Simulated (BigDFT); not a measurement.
Set-up for a self-consistent single point of the molecule Cl4H3NSi2.

```xyz
10

Si     1.4480    -0.2669     0.5811
Cl     2.5414     0.6490    -0.8835
N     -0.0994    -0.6322    -0.0122
Si    -1.4361     0.4099    -0.4103
Cl    -2.4983    -0.5418    -1.7982
Cl    -2.5152     0.7164     1.2053
Cl    -0.6869     2.1496    -1.0940
H      1.3773     0.6661     1.7089
H      2.0537    -1.5652     0.8865
H     -0.2956    -1.6192    -0.0445
```
Charge 0, spin multiplicity 1.

Computed with LDA (Teter-Pade), Daubechies wavelet basis, HGH (Krack) norm-conserving potentials made for LDA, isolated boundary conditions (BigDFT 1.9.6).

BigDFT settings:

| key | value |
|---|---|
| basis | Daubechies wavelets |
| dft.hgrids | 0.33 bohr |
| dft.rmult | 5 8 |
| dft.ixc | 1 |
| potentials | built-in HGH-K LDA |
| boundary_conditions | free |
| dft.gnrm_cv | 1e-04 |
| dft.itermax | 80 |
| dft.idsx | 6 |
| dft.nrepmax | 3 |

Results:

- Number of valence electrons: 44
- Number of orbitals: 22
- Size of the basis: 253929
- Number of SCF iterations: 13
- Grid steps along x, y, z: 71 × 62 × 61
- Total energy: -2171.4104 eV
- Largest force (vector length): 2.240 eV/Å
- Dipole moment: 1.82 D
- Highest occupied level: -7.09 eV

Forces (eV/Å):
```json
[
 {"atom": "Si1", "Fx": "-0.118", "Fy": "0.246", "Fz": "-0.605"},
 {"atom": "Cl2", "Fx": "0.064", "Fy": "-0.053", "Fz": "0.172"},
 {"atom": "N3", "Fx": "-0.857", "Fy": "1.253", "Fz": "-0.192"},
 {"atom": "Si4", "Fx": "2.024", "Fy": "-0.954", "Fz": "-0.091"},
 {"atom": "Cl5", "Fx": "-0.355", "Fy": "-0.070", "Fz": "-0.289"},
 {"atom": "Cl6", "Fx": "-0.688", "Fy": "0.309", "Fz": "0.682"},
 {"atom": "Cl7", "Fx": "-0.140", "Fy": "-0.092", "Fz": "0.084"},
 {"atom": "H8", "Fx": "0.090", "Fy": "0.202", "Fz": "0.237"},
 {"atom": "H9", "Fx": "0.224", "Fy": "-0.216", "Fz": "0.169"},
 {"atom": "H10", "Fx": "-0.244", "Fy": "-0.625", "Fz": "-0.167"}
]
```

For comparison: a first run (DFT, PBE, Daubechies wavelet basis, HGH (Krack) norm-conserving potentials made for PBE, isolated boundary conditions) was changed to give this one (dft.ixc: PBE → 1; pseudopotentials: built-in HGH-K PBE → built-in HGH-K LDA), and from it to this one the largest force goes from 2.136 to 2.240 eV/Å.

The grid can part forces that symmetry would make equal. Forces above 1 eV/Å remain at this geometry. The geometry comes from a cheaper method or was typed, in some cases with atoms then moved at random; it is not relaxed at this level, and the species need not be a known compound.

Cost on one core: roughly 2.3 core-minutes.
